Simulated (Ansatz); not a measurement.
KF:
```
CELL_PARAMETERS angstrom
      3.17935     0.00000     0.00000
      0.00000     3.17935     0.00000
      0.00000     0.00000     3.17935
ATOMIC_POSITIONS crystal
  K  0.00000 0.00000 0.00000
  F  0.50000 0.50000 0.50000
```

Relaxed with r²SCAN. Special points in fractions of this cell's reciprocal vectors: Γ (0.000, 0.000, 0.000); X (0.000, 0.500, 0.000); M (0.500, 0.500, 0.000); R (0.500, 0.500, 0.500).

Problem. List the band energies nearest the valence-band maximum at these points for the program Ansatz at the r²SCAN level (PAW).

Solution. In eV from the valence-band maximum; about four levels below and three above (degenerate sets whole), none deeper than 8.9 eV; points with the same levels are listed once.

| k | below | above |
|---|---|---|
| Γ | -0.03 -0.03 -0.03 | 7.72 9.12 9.12 |
| X | -1.29 -0.18 -0.18 | 10.19 10.72 12.61 |
| M | -0.62 -0.62 0.00 | 9.50 10.07 13.02 13.02 |
| R | -1.15 -1.15 -1.15 | 11.62 11.62 11.62 |

Space group Pm-3m (CsCl type). The workflow started from a Materials Project entry (that database holds measured and hypothetical structures alike); the Crystallography Open Database copy checked does not list it. It is not the phase usual at ambient conditions (space group No. 225). The r²SCAN relaxation kept the symmetry of its start; phonons on a q-mesh show no instability.

Potentials: the later of the program's two PAW sets.
